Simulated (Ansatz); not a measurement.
# TePt, first-principles data

TePt:
```
TePt
1.0
    3.42757     0.00000     0.00000
    0.00000     3.42757     0.00000
    0.00000     0.00000     3.42757
Pt Te
1 1
Direct
  0.00000   0.00000   0.00000
  0.50000   0.50000   0.50000
```

Space group Pm-3m (No. 221), CsCl type; conventional cell a = b = c = 3.4276 Å, α = β = γ = 90.00°.

Method: plane-wave PAW r²SCAN (Ansatz code). Structure relaxed to zero pressure with the same functional. Other levels are named where they apply.

### Cell and energy

- Volume per atom: 20.13 Å³
- Density: 13.31 g/cm³
- Formation energy from the elements (no fitted shifts): 0.27 eV/atom

### Electronic structure

- Electronic character: metallic (no gap)
- Density of states at the Fermi level: 0.40 states/eV per atom (mean over ±0.08 eV)
- Gap with spin–orbit coupling: none (metallic)

### Mechanics

- Bulk modulus (Birch–Murnaghan fit): 132 GPa
- Pressure derivative B′: 5.2
- Elastic constants (relaxed ions, GPa): C11 = 137, C12 = 131, C44 = 31.7
- Mechanical stability: stable (all eigenvalues of C positive)

### Charges

- Bader charges: Pt -0.37, Te +0.37 e

The start of the workflow was typed in or built on a structure type; neither database checked (COD, Materials Project) lists it. COD files the formula under space group No. 166, 194. Whether it is the stable phase at ambient conditions was not checked. Symmetry was held in the r²SCAN relaxation; whether a distortion lowers the energy is not shown. The run is not spin-polarised. Its formation energy is positive at this level, so the cell may be metastable or incomplete. As this level gives no gap, shear constants depend on the k-mesh and smearing (Fermi–Dirac, 0.1 eV here). The references are the lowest solids computed at this level, not always the standard phases. Spin–orbit coupling is left out wherever it is not named.

Potentials: the later of the program's two PAW sets.
